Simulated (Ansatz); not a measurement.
BiTe — ²⁰⁹Bi NMR of the central transition

Cell: a COD entry, ions relaxed with PBE at fixed cell.

```cif
data_BiTe
_symmetry_space_group_name_H-M 'P-3m1'
_symmetry_Int_Tables_number 164
_cell_length_a 4.4230
_cell_length_b 4.4230
_cell_length_c 24.0020
_cell_angle_alpha 90.000
_cell_angle_beta 90.000
_cell_angle_gamma 120.000
loop_
_atom_site_label
_atom_site_type_symbol
_atom_site_symmetry_multiplicity
_atom_site_Wyckoff_symbol
_atom_site_fract_x
_atom_site_fract_y
_atom_site_fract_z
Bi1 Bi 2 c 0.0000 0.0000 0.1248
Bi3 Bi 2 d 0.3333 0.6667 0.2917
Bi5 Bi 2 d 0.6667 0.3333 0.4649
Te7 Te 2 d 0.3333 0.6667 0.0536
Te9 Te 2 d 0.6667 0.3333 0.2088
Te11 Te 2 c 0.0000 0.0000 0.3638
```

One atom of each set is listed.

Computed with Ansatz: DFT, r2SCAN, plane waves and PAW, scalar-relativistic, 500 eV cutoff, Γ-centred 9×9×2 k-points, Fermi–Dirac smearing 0.05 eV.

²⁰⁹Bi has I = 9/2 and Q = -516.0 mb (Pyykkö 2018); at 23.5 T its Larmor frequency is ν₀ = 163.6 MHz (from the bare nuclear moment; shielding lowers the observed one by a per cent or two). Only the quadrupole interaction is simulated: positions count from each site's isotropic chemical shift, and shift anisotropy, dipolar and J coupling are left out, though they dominate static lines narrower than about 10 kHz.

(1) What does the ²⁰⁹Bi spectrum (static powder) show for each site?

Results:

(1) 

```csv
site,first shell,C_Q (MHz),η,P_Q (MHz),δ_QIS (ppm),breadth (kHz)
Bi1,6 Te at 3.07–3.25 Å,-10.9,0.00,10.9,-6.18,5.26
Bi3,6 Te at 3.08–3.24 Å,-34.9,0.00,34.9,-63.0,53.7
Bi5,"3 Bi at 3.06 Å, 3 Te at 3.52 Å",-56.0,0.00,56.0,-163,138
```

δ_QIS = −(ν_Q²/30ν₀²)[I(I+1) − 3/4](1 + η²/3) × 10⁶ ppm with ν_Q = 3|C_Q|/[2I(2I−1)]; it falls as 1/B₀² in ppm, and the breadth as 1/B₀ in kHz.

An axis of threefold or higher order runs through Bi1, Bi3 and Bi5, so V_zz lies along it and η is zero.

The largest force is 0.3 eV/Å, so the atoms aren't at the calculated equilibrium and relaxing them would move these values. Spin–orbit coupling is left out, which shifts gradients on Bi by a few per cent in wide-gap crystals, and can shift them far more where the calculated gap is small or absent, as here. Newer work puts Q(²⁰⁹Bi) near −420 mb, which would lower these couplings by about a fifth. With a gap of 0.11 eV under a smearing of 0.05 eV the band edges are partly filled, so small gradients can hang on the smearing and the k-mesh.

The run took 4.2 min of wall time (4.2 min of CPU time) and 2.1 GiB at its peak, on 1 thread of Arm Neoverse V1 (aarch64; 8 cores open to the job, memory cap 3.0 GiB, no GPU), a shared host with a load of 0.6 a core.
